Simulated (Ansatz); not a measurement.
LiC₆ in space group P6/mmm (No. 191; Li on 1a, C on 6k), a = b = 4.306 Å, c = 3.675 Å, α = β = 90.00°, γ = 120.00°.

Relaxed with r²SCAN.

### Question
Tabulate the valence density and the electron localisation function along the shortest Li–C contact (2.33 Å), the program Ansatz at the r²SCAN level (PAW).

### Answer


| distance from Li (Å) | density (e/Å³) | ELF |
|---|---|---|
| 0.23 | 6.15 | 0.99 |
| 0.35 | 3.44 | 0.96 |
| 0.47 | 1.41 | 0.62 |
| 0.58 | 0.41 | 0.14 |
| 0.70 | 0.13 | 0.02 |
| 0.82 | 0.11 | 0.02 |
| 0.93 | 0.12 | 0.07 |
| 1.05 | 0.15 | 0.21 |
| 1.17 | 0.21 | 0.37 |
| 1.28 | 0.29 | 0.50 |
| 1.40 | 0.41 | 0.59 |
| 1.52 | 0.59 | 0.65 |
| 1.63 | 0.82 | 0.67 |
| 1.75 | 1.11 | 0.63 |
| 1.87 | 1.40 | 0.52 |
| 1.98 | 1.62 | 0.31 |
| 2.10 | 1.73 | 0.11 |

The density is the valence pseudo-density with augmentation charge, so density and ELF within about 1 Å of a nucleus are not all-electron values.

The workflow started from a Materials Project entry (that database holds measured and hypothetical structures alike); the Crystallography Open Database copy checked does not list it. Its standing as an ambient phase is unchecked. Symmetry was held in the r²SCAN relaxation; of distortions, only those at the zone centre were tested.

Potentials: the later of the program's two PAW sets.
